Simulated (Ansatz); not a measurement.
# Profile along the N–Ta line in TaN (rock salt)

TaN (rock salt)

```cif
data_NTa
_chemical_formula_sum 'N1 Ta1'
_space_group_name_H-M_alt 'P 1'
_space_group_IT_number 1
_cell_length_a 3.09402
_cell_length_b 3.09402
_cell_length_c 3.09402
_cell_angle_alpha 60.000
_cell_angle_beta 60.000
_cell_angle_gamma 60.000
loop_
_space_group_symop_operation_xyz
  'x, y, z'
loop_
_atom_site_label
_atom_site_type_symbol
_atom_site_fract_x
_atom_site_fract_y
_atom_site_fract_z
_atom_site_occupancy
N1 N 0.00000 0.00000 0.00000 1
Ta1 Ta 0.50000 0.50000 0.50000 1
```

Fields along a shortest N–Ta line of a {100} plane (2.19 Å), from N to Ta, interpolated on the slice's grid (step about 0.1 Å). Calculation: PBEsol (plane waves to 420 eV, PAW, scalar-relativistic; Ansatz, a quantum-chemistry and plane-wave program). k mesh 18×18×18. Near the nuclei the fields are pseudised (PAW); where an atom keeps semicore shells as valence, they peak there. Spin-orbit coupling is left out, though Ta is heavy. TaN is run without spin polarisation. TaN was relaxed with its symmetry unable to fall. This is a high-temperature form of TaN.

| distance from N (Å) | valence electron density (e/Å³) | electron localisation function |
|---|---|---|
| 0.00 | 3.51 | x |
| 0.11 | 3.56 | x |
| 0.22 | 3.58 | x |
| 0.33 | 3.31 | x |
| 0.44 | 2.71 | 0.69 |
| 0.55 | 1.98 | 0.78 |
| 0.66 | 1.39 | 0.80 |
| 0.77 | 0.98 | 0.75 |
| 0.88 | 0.72 | 0.56 |
| 0.99 | 0.59 | 0.31 |
| 1.09 | 0.56 | 0.16 |
| 1.20 | 0.70 | 0.16 |
| 1.31 | 1.12 | 0.30 |
| 1.42 | 1.87 | 0.52 |
| 1.53 | 2.84 | 0.67 |
| 1.64 | 3.80 | 0.69 |
| 1.75 | 4.41 | 0.61 |
| 1.86 | 4.45 | x |
| 1.97 | 3.97 | x |
| 2.08 | 3.34 | x |
| 2.19 | 3.05 | x |

x: too close to a nucleus for the ELF to mean much.

Density on the N–Ta line (2.19 Å) at its density minimum, 1.0 Å from N: 0.56 e/Å³. ELF at that point: 0.2.
